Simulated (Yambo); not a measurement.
BSE-type run in Yambo on Ca2Si (space group Pnma, No. 62), at zero momentum. PBEsol wavefunctions on a 2×2×1 mesh, a = 7.605 Å, b = 4.832 Å, c = 9.022 Å, α = β = γ = 90.00°.

Yambo input:
```
rim_cut
optics
bse
bss
dipoles
em1s
RandQpts= 1000000
RandGvec= 1 Ry
FFTGvecs= 40 Ry
Chimod= "HARTREE"
BSKmod= "SEX"
BSEmod= "resonant"
BSSmod= "hs"
BSENGexx= 15 Ry
BSENGBlk= 3 Ry
% KfnQP_E
 0.441 | 1.0 | 1.0 |
%
% BSEQptR
 1 | 1 |
%
% BSEBands
 33 | 96 |
%
% BEnRange
 0.0 | 8.7 | eV
%
% BDmRange
 0.15 | 0.15 | eV
%
BEnSteps= 174
% BLongDir
 1.0 | 0.0 | 0.0 |
%
BSHayTrs= -0.02
BSSNEig= 24
WRbsWF
% BndsRnXs
 9 | 171 |
%
NGsBlkXs= 3 Ry
% LongDrXs
 1.0 | 1.0 | 1.0 |
%
```

From the report:

The dimension is k points × valence × conduction bands = 4 × 16 × 48 = 3072.
```
   [SLEPC] Approach                          : Krylov-Schur
   [SLEPC] Number of requested eigenvalues   :  24
   [SLEPC] Number of eigenvalues        [NEV]:  24
    [K] Dimension                                    :  3072
    [K] Bands                                        :   33   96
    [K] Exchange res                                 : yes
    [K] Correlation res                              : yes
    [K] W interaction is bare                        : no
    [K] RL vectors exchange                          :  2231
    [K] RL vectors correlation                       :  205
    [W] Matrix size                                  :  205
    [W] Bands                                        :    9  171
    [W] Coulomb Cutoff                               : none
    [W] Hxc Kernel                                   : HARTREE
```

Geometry of the Materials Project entry, not relaxed at this level.

The structure is a Materials Project entry; no match was found in the copy of COD used, and its stability was not checked.
